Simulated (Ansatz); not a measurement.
Computed with Ansatz 0.2.0, DFT PBE, scalar-relativistic, plane waves, PAW, and for the lanthanide a 4f-in-core norm-conserving potential. All cells share a 660 eV cutoff and Γ-centred k meshes spaced at most about 0.3 Å⁻¹ (about 0.25 or finer for metals, 2π included). No spin polarisation in the final relaxations.

These are static total energies at zero pressure.

Two relaxed structures of PrMo2:

A. Space group I4/mmm (No. 139), tetragonal, a = 3.298 Å, c = 11.515 Å. Pr is surrounded by 8 Mo at 3.24 Å, 4 Pr at 3.30 Å and 2 Mo at 3.51 Å; Mo has 4 Mo at 2.65 Å, 4 Pr at 3.24 Å, 4 Mo at 3.30 Å and 1 Pr at 3.51 Å.

B. Space group P6/mmm (No. 191), hexagonal, a = 4.126 Å, c = 4.971 Å. Around Pr lie 12 Mo at 3.44 Å and 6 Pr at 4.13 Å; Mo is surrounded by 3 Mo at 2.38 Å and 6 Pr at 3.44 Å.

Question: Which is lower in energy, and by how much?

Answer: A is lower, by 149 meV/atom. A has the MoSi2 (C11b) type, space group I4/mmm (No. 139), 20.9 Å³/atom and no gap on its mesh; B has the AlB2 type, space group P6/mmm (No. 191), 24.4 Å³/atom and no gap. Counting all near atoms (those within 1.25 times the shortest distance at each site; a plus sign parts nearer from farther groups), A has Pr 14, Mo 4+8 and B has Pr 12+6, Mo 3. The denser one is the lower, and pressure would at first widen the difference. Even the lower one lies +0.38 eV/atom against the reference forms of the elements (uncorrected), so neither is stable at this level. Both come from invented guesses.

Cells relaxed within their symmetry can be saddle points.

The lanthanide is trivalent by construction, without f bands, f moments or other valences.
